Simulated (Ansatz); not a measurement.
Bi2Se3:
```
Bi2Se3
1.0
    2.07460     1.19777     9.82356
   -2.07460     1.19777     9.82356
    0.00000    -2.39554     9.82356
Bi Se
2 3
Direct
  0.39900   0.39900   0.39900
  0.60100   0.60100   0.60100
  0.00000   0.00000   0.00000
  0.21510   0.21510   0.21510
  0.78490   0.78490   0.78490
```

Relaxed with r²SCAN+D4. Independent-particle spectrum: no excitons, no local fields, no scissors shift; 0.1 eV broadening; ε₁ of the summed bands alone.

Tabulate the dielectric function from DFT-r²SCAN+D4 in the program Ansatz with PAW potentials.



| E (eV) | ε₁ xx | ε₂ xx | ε₁ zz | ε₂ zz |
|---|---|---|---|---|
| 0.0 | 17.56 | 0.00 | 15.72 | 0.00 |
| 0.5 | 18.18 | 0.00 | 16.29 | 0.00 |
| 1.0 | 20.66 | 0.36 | 17.93 | 0.64 |
| 1.5 | 25.47 | 2.08 | 22.29 | 3.00 |
| 2.0 | 33.84 | 13.89 | 21.72 | 9.39 |
| 2.5 | 25.66 | 38.77 | 28.02 | 15.12 |
| 3.0 | -5.91 | 40.02 | 12.02 | 37.38 |
| 3.5 | -8.89 | 17.55 | -5.49 | 30.03 |
| 4.0 | -10.17 | 11.06 | -16.13 | 18.16 |
| 4.5 | -7.34 | 6.07 | -10.83 | 5.79 |
| 5.0 | -5.14 | 4.35 | -7.22 | 3.78 |
| 5.5 | -3.45 | 2.33 | -5.10 | 1.58 |
| 6.0 | -1.36 | 2.90 | -2.47 | 0.97 |
| 6.5 | -1.27 | 2.65 | -0.95 | 1.10 |
| 7.0 | -0.41 | 2.80 | 0.13 | 1.19 |
| 7.5 | 0.14 | 2.07 | 1.76 | 1.53 |
| 8.0 | 2.26 | 5.54 | 2.51 | 4.09 |
| 8.5 | -2.04 | 4.34 | -0.27 | 4.42 |
| 9.0 | -1.53 | 2.94 | 0.13 | 5.08 |
| 9.5 | -1.53 | 2.78 | -1.69 | 4.02 |
| 10.0 | -1.24 | 2.23 | -1.36 | 2.56 |
| 10.5 | -1.26 | 1.87 | -1.36 | 2.46 |
| 11.0 | -1.04 | 1.56 | -1.25 | 1.82 |
| 11.5 | -0.73 | 1.47 | -0.98 | 1.79 |
| 12.0 | -0.68 | 1.51 | -0.92 | 1.63 |

From ε at 0.9 eV (xx: 19.97 + 0.17i), find n, k, the normal reflectivity and the absorption coefficient.

n = 4.47, k = 0.019, R = 40 %, α = 2kE/ħc = 1700 cm⁻¹.

With all bands, ε∞ without local fields is 17.7 (xx = yy), 15.8 (zz).

Space group R-3m. The r²SCAN+D4 relaxation kept the symmetry of its start. Spin–orbit coupling is left out wherever it is not named.

Potentials: the earlier of the program's two PAW sets.
